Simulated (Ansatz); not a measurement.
Molecular dynamics on a 2×2×2 supercell (32 atoms) of NaHF2 (R-3m), relaxed with r2SCAN+rVV10. Forces come from r2SCAN in Ansatz 0.2.0: Langevin thermostat and barostat (NPT), 100 K, steps of 1 fs. Computed, non-magnetic; the trajectory is short and the cell small, so nothing here is a converged average.

```yaml
crystal:
  lattice:
    - [3.3954321378, 1.9603536588, 9.1384778461]
    - [-3.3954321378, 1.9603536588, 9.1384778461]
    - [0.0, -3.9207073176, 9.1384778461]
  atoms:
    - { symbol: Na, position: [0.0, 0.0, 0.0] }
    - { symbol: H, position: [0.25, 0.25, 0.25] }
    - { symbol: F, position: [0.208619467, 0.208619467, 0.208619467] }
    - { symbol: F, position: [0.291380533, 0.291380533, 0.291380533] }
    - { symbol: Na, position: [0.0, 0.0, 0.5] }
    - { symbol: H, position: [0.25, 0.25, 0.75] }
    - { symbol: F, position: [0.208619467, 0.208619467, 0.708619467] }
    - { symbol: F, position: [0.291380533, 0.291380533, 0.791380533] }
    - { symbol: Na, position: [0.0, 0.5, 0.0] }
    - { symbol: H, position: [0.25, 0.75, 0.25] }
    - { symbol: F, position: [0.208619467, 0.708619467, 0.208619467] }
    - { symbol: F, position: [0.291380533, 0.791380533, 0.291380533] }
    - { symbol: Na, position: [0.0, 0.5, 0.5] }
    - { symbol: H, position: [0.25, 0.75, 0.75] }
    - { symbol: F, position: [0.208619467, 0.708619467, 0.708619467] }
    - { symbol: F, position: [0.291380533, 0.791380533, 0.791380533] }
    - { symbol: Na, position: [0.5, 0.0, 0.0] }
    - { symbol: H, position: [0.75, 0.25, 0.25] }
    - { symbol: F, position: [0.708619467, 0.208619467, 0.208619467] }
    - { symbol: F, position: [0.791380533, 0.291380533, 0.291380533] }
    - { symbol: Na, position: [0.5, 0.0, 0.5] }
    - { symbol: H, position: [0.75, 0.25, 0.75] }
    - { symbol: F, position: [0.708619467, 0.208619467, 0.708619467] }
    - { symbol: F, position: [0.791380533, 0.291380533, 0.791380533] }
    - { symbol: Na, position: [0.5, 0.5, 0.0] }
    - { symbol: H, position: [0.75, 0.75, 0.25] }
    - { symbol: F, position: [0.708619467, 0.708619467, 0.208619467] }
    - { symbol: F, position: [0.791380533, 0.791380533, 0.291380533] }
    - { symbol: Na, position: [0.5, 0.5, 0.5] }
    - { symbol: H, position: [0.75, 0.75, 0.75] }
    - { symbol: F, position: [0.708619467, 0.708619467, 0.708619467] }
    - { symbol: F, position: [0.791380533, 0.791380533, 0.791380533] }
kpoints:
  mp_grid: { grid: [2, 2, 2] }
hamiltonian:
  xc: r2scan
scf:
  occupations: { method: fermi_dirac, width: 0.02 }
md:
  ensemble: npt_langevin
  temperature: 100
  timestep: 1.0
  n_steps: 30
  initial_velocities: maxwell_boltzmann
  seed: 1449
```

Command: `ansatz run input.yaml --threads 4 --pin off --max-ram 3686MiB --backend cpu --events-out ev --progress --plain --runs-dir out`. It ended after 7.6 min on 4 threads of Arm Neoverse N1 (shared host), load about 0.9 per core; peak host memory 2.4 GiB.

```tsv
step	t (fs)	T (K)	free energy F from step 0 (meV/atom)	kinetic energy (meV/atom)	pressure (GPa)	volume (Å³/atom)	largest force (eV/Å)
0	0	97	0.0	12.5	0.73	11.41	0.03
1	1	95	0.2	12.2	0.72	11.41	0.15
2	2	90	0.7	11.7	0.71	11.41	0.30
3	3	85	1.5	10.9	0.69	11.41	0.43
4	4	81	2.4	10.5	0.66	11.42	0.56
5	5	74	3.2	9.5	0.61	11.43	0.65
6	6	70	3.8	9.1	0.57	11.43	0.69
7	7	66	4.0	8.5	0.53	11.44	0.70
8	8	66	4.0	8.5	0.51	11.45	0.67
9	9	68	3.7	8.7	0.48	11.46	0.62
10	10	67	3.4	8.7	0.46	11.47	0.54
11	11	68	3.1	8.8	0.45	11.48	0.54
12	12	74	3.0	9.6	0.47	11.49	0.55
13	13	77	3.0	9.9	0.48	11.50	0.55
14	14	72	3.2	9.2	0.46	11.51	0.59
15	15	71	3.6	9.2	0.44	11.52	0.62
16	16	65	4.2	8.4	0.40	11.53	0.61
17	17	61	4.7	7.9	0.36	11.54	0.56
18	18	59	5.3	7.6	0.32	11.55	0.65
19	19	60	5.9	7.7	0.28	11.55	0.71
```

The temperature starts at 97 K, is lowest at step 18 (59 K, 18 fs) and ends at 60 K. The thermostat hasn't had time to restore it. The atoms start on their lattice sites with kinetic energy alone, so much of it first passes into potential energy. The job's limit cut the run after 19 of 30 steps.

Positions (Å) and forces (eV/Å) at step 19:
```
cell (Å): 3.410 1.969 9.178; -3.410 1.969 9.178; 0.000 -3.938 9.178
Na   0.004   0.038  -0.039     0.008  -0.096   0.136
H    0.050  -0.036   6.887     0.003   0.371  -0.072
F    0.055   0.065   5.731    -0.122  -0.352  -0.015
F    0.044  -0.003   7.992    -0.080  -0.197   0.193
Na  -0.050  -1.953   4.636     0.166   0.009  -0.178
H    0.019  -2.008  11.493    -0.082   0.062  -0.083
F   -0.014  -2.004  10.333     0.075   0.126   0.300
F    0.030  -1.991  12.625    -0.006  -0.036  -0.224
Na  -1.738   0.947   4.625     0.192   0.129  -0.097
H   -1.826   1.046  11.496     0.434  -0.281  -0.480
F   -1.759   0.992  10.298    -0.108   0.155  -0.072
F   -1.713   0.989  12.556    -0.241   0.033   0.640
Na  -1.761  -0.968   9.195     0.342   0.051  -0.041
H   -1.678  -0.977  16.070    -0.146  -0.070   0.089
F   -1.702  -1.027  14.960     0.030   0.154  -0.145
F   -1.719  -0.951  17.229     0.170  -0.034  -0.211
Na   1.756   0.951   4.600    -0.208   0.210  -0.188
H    1.689   0.982  11.439     0.047   0.085   0.026
F    1.762   0.975  10.333    -0.128  -0.056  -0.053
F    1.630   1.017  12.601     0.171  -0.120   0.013
Na   1.740  -1.004   9.156    -0.121   0.054   0.221
H    1.742  -0.979  16.090    -0.208  -0.109   0.020
F    1.711  -0.994  14.935     0.120   0.048   0.195
F    1.706  -0.997  17.218     0.034   0.118  -0.308
Na  -0.008   1.963   9.169    -0.024  -0.031   0.127
H   -0.074   2.012  16.063     0.202  -0.196  -0.057
F   -0.050   1.967  14.882     0.057  -0.036   0.448
F   -0.021   1.987  17.170    -0.082   0.093  -0.274
Na   0.043  -0.011  13.769    -0.238  -0.091  -0.048
H    0.063   0.012  20.656    -0.055  -0.076  -0.135
F    0.071   0.021  19.505    -0.187  -0.077  -0.117
F    0.030  -0.027  21.759    -0.014   0.162   0.390
```
